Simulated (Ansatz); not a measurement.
Ca3SbP:
```
Ca3SbP
1.0
    5.37277     0.00000     0.00000
    0.00000     5.37277     0.00000
    0.00000     0.00000     5.37277
Ca Sb P
3 1 1
Direct
  0.00000   0.50000   0.50000
  0.50000   0.00000   0.50000
  0.50000   0.50000   0.00000
  0.00000   0.00000   0.00000
  0.50000   0.50000   0.50000
```

Relaxed with r²SCAN.

Problem. Give the Bader charges and basin volumes of the independent atoms, plane-wave PAW r²SCAN (Ansatz code).

Solution. 

```tsv
atom	Bader charge (e)	Bader volume (Å³)
Ca1	+1.42	16.2
Sb4	-2.10	69.3
P5	-2.16	37.1
```

Space group Pm-3m (anti-perovskite). The first step of the workflow began from a Materials Project structure, measured or hypothetical; the Crystallography Open Database copy checked does not list it. Its standing as an ambient phase is unchecked. The r²SCAN relaxation kept the symmetry of its start; phonons show weakly imaginary modes. Scalar-relativistic: spin–orbit coupling is off unless named, which matters more the heavier the elements.

Potentials: the later of the program's two PAW sets.
